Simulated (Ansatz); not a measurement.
According to the program Ansatz at the LDA level (PAW), MoP in the hexagonal phase (P-6m2; Mo on 1a, P on 1d) relaxes to a = 3.191 Å, c = 3.157 Å. P has 6 nearest neighbours from 2.43 Å (trigonal prismatic). Against the elements it lies at -0.78 eV/atom, with no fitted shifts.

Electronic character: metallic (no gap).

An equation-of-state fit gives a bulk modulus of 241 GPa. The relaxed-ion elastic constants in GPa are C11 = 377, C12 = 138, C13 = 174, C33 = 533, C44 = 190. The elastic constants imply a Debye temperature near 610 K. The highest mode at Γ lies at 414 cm⁻¹.

The cell was relaxed with LDA under the symmetry of its start. The run is not spin-polarised. As this level gives no gap, shear constants depend on the k-mesh and smearing (Fermi–Dirac, 0.1 eV here). As this level gives no gap, phonon frequencies hold no LO–TO term and depend on the k-mesh and smearing (Fermi–Dirac, 0.1 eV here). The references are the lowest solids computed at this level, not always the standard phases. Scalar-relativistic: spin–orbit coupling is off unless named, which matters more the heavier the elements.

Potentials: the earlier of the program's two PAW sets. The files were generated under PBE; for other functionals the program regenerates the frozen cores, and for LDA and PBEsol the local potential too.
